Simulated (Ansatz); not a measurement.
Input and command of a plane-wave DFT calculation in Ansatz:

```yaml
crystal:
  lattice:
    - [0.0, -1.8075, -1.8075]
    - [0.0, 1.8075, -1.8075]
    - [3.615, 0.0, 0.0]
  atoms:
    - { symbol: Cu, position: [0.4706594697, 0.5, 0.5] }
    - { symbol: Cu, position: [0.0293405303, 0.0, 0.0] }
basis:
  ecutwfc: 420
kpoints:
  mp_grid: { grid: [18, 18, 14] }
hamiltonian:
  xc: pbesol
scf:
  occupations: { method: gaussian, width: 0.15 }
output:
  forces: true
  stress: true
  eigenvalues: true
  write_density: true
  write_potential: true
  elf: true
  volumetric_format: npy
```

```bash
ansatz run input.yaml --threads 2 --pin off --max-ram 5120MiB --backend cpu --events-out ev --progress --plain --runs-dir out
```

Processor: AMD EPYC 9R45 96-Core Processor (Zen 5), 2 threads, on a host shared with other jobs.

Estimate time, memory and problem size.

About 5.2 s on 2 threads of AMD EPYC 9R45 96-Core Processor (Zen 5), with other jobs on the host, peak memory 0.66 GiB. It solves 23 bands at 800 k points (the mesh reduced by symmetry) with about 481 plane waves, in 6 SCF iterations.
